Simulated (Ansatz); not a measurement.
PbS:
```
CELL_PARAMETERS angstrom
      0.00000     3.32376     3.32376
      3.32376     0.00000     3.32376
      3.32376     3.32376     0.00000
ATOMIC_POSITIONS crystal
  S  0.75000 0.75000 0.75000
  Pb 0.00000 0.00000 0.00000
```

Relaxed with PBE. Special points in fractions of this cell's reciprocal vectors: Γ (0.000, 0.000, 0.000); X (0.500, 0.000, 0.500); U (0.625, 0.250, 0.625); K (0.375, 0.375, 0.750); L (0.500, 0.500, 0.500); W (0.500, 0.250, 0.750).

Task: List the band energies nearest the valence-band maximum at these points for the program Ansatz at the PBE level (PAW).

Result: In eV from the valence-band maximum; about four levels below and three above (degenerate sets whole), none deeper than 8.9 eV; points with the same levels are listed once.

```tsv
k	below	above
Γ	-5.98 -1.66 -1.66 -1.66	2.50 2.50 2.50
X	-8.03 -2.83 -2.83 -0.45	0.84 5.01 5.01
U	-7.99 -3.25 -2.63 -0.32	1.86 4.14 4.41
L	-7.65 -2.16 -2.16 -1.88	3.19 3.19 3.56
W	-8.02 -3.08 -3.04 0.00	2.58 2.76 4.93
```

Space group F-43m (zinc blende). The cell is a constructed one: a structure type filled with these elements; neither database checked (COD, Materials Project) lists it. It is not the phase usual at ambient conditions (space group No. 225). Symmetry was held in the PBE relaxation. At this level the phase is mechanically unstable. Spin–orbit coupling is left out wherever it is not named.

Potentials: the later of the program's two PAW sets.
